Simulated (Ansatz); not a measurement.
Relaxed-ion elastic tensor of BAs in space group P4_2/mnm (No. 136; B on 4g, As on 4f) in GPa (Voigt order), plane-wave PAW PBEsol (Ansatz code); density 4.97 g/cm³, 14.32 Å³ per atom.

```
 250  77.4  44.2   0.0   0.0   0.0
77.4   250  44.2   0.0   0.0   0.0
44.2  44.2   330   0.0   0.0   0.0
 0.0   0.0   0.0   107   0.0   0.0
 0.0   0.0   0.0   0.0   107   0.0
 0.0   0.0   0.0   0.0   0.0  76.3
```

### Question
Is the crystal mechanically stable?

### Answer
Yes: the smallest eigenvalue of C is 76.3 GPa.

### Question
Work out the Voigt, Reuss and Hill averages.

### Answer
K_V = 129, K_R = 128, K_H = 129; G_V = 102, G_R = 98.4, G_H = 100 GPa.

### Question
Give Young's modulus, Poisson's ratio, Pugh's ratio and the universal anisotropy index.

### Answer
E = 9KG/(3K + G) = 239 GPa; ν = 0.19; K/G = 1.28 (brittle by the Pugh limit of 1.75); A_U = 5G_V/G_R + K_V/K_R − 6 = 0.21.

### Question
Estimate the sound speeds and the Debye temperature.

### Answer
v_l = √((K + 4G/3)/ρ) = 7270 m/s, v_t = √(G/ρ) = 4490 m/s, mean 4960 m/s; Θ = (h/k)(3n/4πV)^(1/3) v_m = 608 K.

### Question
Solve the Christoffel equation for the three sound speeds along x, y, z.

### Answer
Eigenvalues of C_ijkl n_j n_l equal ρv². In km/s, slowest first: x 3.92, 4.64, 7.09; y 3.92, 4.64, 7.09; z 4.64, 4.64, 8.15.

### Question
How much does each axis shrink under pressure?

### Answer
Linear compressibilities β_i = Σ_j S_ij (j = 1 to 3): x 2.7, y 2.7, z 2.3 per TPa.

The start of the workflow was typed in or built on a structure type; neither database checked (COD, Materials Project) lists it. It is not the phase usual at ambient conditions (space group No. 216). The PBEsol relaxation kept the symmetry of its start; phonons on a q-mesh show no instability.

Potentials: the later of the program's two PAW sets.
